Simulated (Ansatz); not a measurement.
## Zr3TiCu2: what symmetry allows forces and stress to be

```xyz
6
Lattice="3.1957 0.0000 0.0000 0.0000 3.1957 0.0000 0.0000 0.0000 11.8165" Properties=species:S:1:pos:R:3 pbc="T T T"
Zr    0.0000    0.0000    7.7185
Zr    0.0000    0.0000    3.8496
Zr    1.5979    1.5979   10.0631
Ti    1.5979    1.5979    1.7909
Cu    0.0000    0.0000    0.3414
Cu    1.5979    1.5979    5.7777
```

The calculation used DFT PBEsol, scalar-relativistic, plane waves, PAW (Ansatz 0.2.0).

Settings: cutoff 420 eV, Γ-centred mesh 12×12×4 on the computed 6-atom cell, Gaussian smearing of 0.10 eV; no spin polarisation.

This distorted cell has space group P4mm, with 8 operations.

**Question.** Without a calculation: in which directions can each atom feel a force?

**Answer.** A force must be left unchanged by every operation that keeps its atom in place, so it lies in the space that those operations leave fixed. Atoms that the group maps onto each other feel forces of one size.
| atom | site symmetry | operations at the site | equivalent to atom | allowed force (Cartesian) |
| --- | --- | --- | --- | --- |
| Zr1 | 4mm | 8 | 1 | along (0.00, 0.00, 1.00) |
| Zr2 | 4mm | 8 | 2 | along (0.00, 0.00, 1.00) |
| Zr3 | 4mm | 8 | 3 | along (0.00, 0.00, 1.00) |
| Ti4 | 4mm | 8 | 4 | along (0.00, 0.00, 1.00) |
| Cu5 | 4mm | 8 | 5 | along (0.00, 0.00, 1.00) |
| Cu6 | 4mm | 8 | 6 | along (0.00, 0.00, 1.00) |

That leaves 6 independent force components of 18, tied by 1 condition that the forces sum to zero, so 5 remain. A relaxation in this cell that keeps the symmetry moves the atoms in these directions alone.

**Question.** And the stress tensor?

**Answer.** It must be invariant under the point group, which leaves 2 independent components: yz, xz, xy vanish; xx = yy.

**Question.** Do the computed values obey this?

**Answer.** Yes. Forces (eV/Å):
```
Zr1  0.000  0.000 -0.035
Zr2  0.000  0.000  0.041
Zr3  0.000  0.000 -0.018
Ti4  0.000  0.000  0.104
Cu5  0.000  0.000 -0.141
Cu6  0.000  0.000  0.049
```

Stress (GPa, compression positive, xx yy zz yz xz xy): -11.05 -11.05 -13.81 0.00 0.00 0.00. The program imposes the same operations on density, forces and stress, so this confirms the analysis and is no independent test of the calculation.

Spin polarisation was left out, and a magnetic state may lie lower.